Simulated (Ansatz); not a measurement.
Nb: energy along a strain

Nb, Fm-3m, a = 4.230 Å (as given, not relaxed at this level: -6.9 GPa). This isn't the element's structure at ambient conditions. Ansatz: PBEsol, PAW, 420 eV, Γ-centred 20×20×20 mesh on 1 atom, Gaussian smearing 0.15 eV; no spin polarisation. Cell vectors (Å): 0.000 2.115 2.115; 2.115 0.000 2.115; 2.115 2.115 0.000. The cell is strained by x per cent times the pattern (1 0 0 0 0 0) in the order xx yy zz yz xz xy (engineering shears), with fractional coordinates held. y is the free energy over the start, V0 = 18.922 Å³/atom. Points with a strain past 8.5 % were computed too (3) and aren't used here.

```tsv
x (%)	y (meV/atom)
-7.50	?
-5.00	-46.50
-2.50	-21.90
0.00	0.00
2.50	19.75
5.00	41.00
7.50	67.06
```

**Question.** Fit y = c1 x + c2 x² + c3 x³ to the other rows, get the stiffness along the pattern, and predict the missing energy.

**Answer.** Least squares on the rows shown. y = 8.0317 x − 0.10908 x² + 0.030459 x³. The clamped-ion stiffness p·C·p = 2 × -1.091 eV × 160.2 / 18.922 Å³ = -18.5 GPa, which is C11 in these axes (second derivative at the start, which stands under stress). With a term in x⁴ added, the coefficient of x² becomes -0.1556, 43 % more, which shows how far this figure hangs on the form. At x = -7.50 the fit asked for gives -79.22 meV/atom. The run gave -71.60 meV/atom, so the fit is 7.62 meV/atom too low, 5.5 % of the span of the series, against an rms of 0.33 meV/atom on the fitted rows. The row lies outside the fitted range. With a term in x⁴ added, a fit to the same known rows predicts -73.74 meV/atom, so most of the miss is curvature that the known rows already hold.